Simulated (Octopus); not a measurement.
Al2O3 (R-3c, No. 167):
```xyz
10
Lattice="2.4025 1.3871 4.3721 -2.4025 1.3871 4.3721 0.0000 -2.7742 4.3721" Properties=species:S:1:pos:R:3 pbc="T T T"
Al     0.0000     0.0000     1.9399
Al     2.4025     1.3871     2.4322
Al     0.0000     2.7742     0.2461
Al     0.0000     2.7742     4.1259
O      3.3340     0.0000     3.2791
O      3.8735     1.3871     1.0930
O     -1.6670     2.8873     3.2791
O      1.6670     2.6610     1.0930
O      0.7355     1.2739     3.2791
O      1.6670     0.1132     1.0930
```
The cell is a database entry, not relaxed again.

All numbers are Octopus results at the level LDA (grid spacing about 0.16 Å, Γ-centred 6×6×6 k-mesh, no spin polarisation; Troullier-Martins for O / PseudoDojo for Al), not measurements.

All lattice vectors are scaled alike, with fixed fractional coordinates.

```
lattice scale  gap between mesh points (eV)
-------------  ----------------------------
0.96                                   7.34
0.98                                   6.55
1.00                                   5.80
1.02                                   5.10
```

Problem. What volume deformation potential dEg/d ln V does this gap have at the unscaled cell?

Solution. About -12.0 eV from a quadratic fit.
